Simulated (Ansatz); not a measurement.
BP:
```
BP
1.0
    2.71420     0.00000     0.00000
    0.00000     2.71420     0.00000
    0.00000     0.00000     2.71420
B P
1 1
Direct
  0.00000   0.00000   0.00000
  0.50000   0.50000   0.50000
```

Relaxed with PBE. Special points in fractions of this cell's reciprocal vectors: Γ (0.000, 0.000, 0.000); X (0.000, 0.500, 0.000); M (0.500, 0.500, 0.000); R (0.500, 0.500, 0.500).

List the band energies nearest the Fermi level at these points for DFT-PBE in the program Ansatz with PAW potentials.

In eV from the Fermi level; about four levels below and three above (degenerate sets whole), none deeper than 8.9 eV; … stands for higher levels left out; points with the same levels are listed once.

```
k                                below                above
-  -----------------------------------  -------------------
Γ                    -1.08 -1.08 -1.08       2.21 4.35 4.35
X                                    –  2.90 2.90 3.43 3.43
M                    -8.10 -8.10 -6.04          5.15 5.53 …
R  -3.77 -3.77 -3.77 -3.08 -3.08 -3.08                    …
```

Space group Pm-3m (CsCl type). The cell is a constructed one: a structure type filled with these elements; neither database checked (COD, Materials Project) lists it. It is not the phase usual at ambient conditions (space group No. 216). The cell was relaxed with PBE under the symmetry of its start. At this level the phase is dynamically unstable (imaginary phonons).

Potentials: the later of the program's two PAW sets.
